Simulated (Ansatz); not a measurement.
AlGaN2:
```xyz
4
Lattice="3.1153 0.0000 0.0000 0.0000 3.1153 0.0000 0.0000 0.0000 4.3843" Properties=species:S:1:pos:R:3 pbc="T T T"
Al     1.5576     1.5576     2.1921
Ga     0.0000     0.0000     0.0000
N      1.5576     0.0000     3.2446
N      0.0000     1.5576     1.1397
```

Tensor components refer to the Cartesian frame of this cell.

Problem. Give the proper piezoelectric stress tensor with relaxed ions from plane-wave PAW LDA (Ansatz code).

Solution. In C/m², rows x, y, z, Voigt columns; mesh uncertainty up to 0.01.
```
 0.00   0.00   0.00   0.00  -0.50   0.00
 0.00   0.00   0.00   0.50   0.00   0.00
-0.55   0.55   0.00   0.00   0.00   0.00
```

The elastic tensor of the same run (GPa):

```csv
,1,2,3,4,5,6
1,404,56.5,162,0.0,0.0,0.0
2,56.5,404,162,0.0,0.0,0.0
3,162,162,289,0.0,0.0,0.0
4,0.0,0.0,0.0,170,0.0,0.0
5,0.0,0.0,0.0,0.0,170,0.0
6,0.0,0.0,0.0,0.0,0.0,67.2
```

Problem. Convert to strain constants d = e·S.

Solution. In pC/N:
```
 0.0   0.0   0.0   0.0  -3.0   0.0
 0.0   0.0   0.0   3.0   0.0   0.0
-1.6   1.6   0.0   0.0   0.0   0.0
```

Space group P-4m2. The workflow started from a Materials Project entry (that database holds measured and hypothetical structures alike); the Crystallography Open Database copy checked does not list it. With Al and Ga taken as one species the cell has the higher symmetry F-43m, so it may be an ordered model of a mixed-site phase. Whether it is the stable phase at ambient conditions was not checked. The LDA relaxation kept the symmetry of its start; phonons on a q-mesh show no instability.

Potentials: the later of the program's two PAW sets.
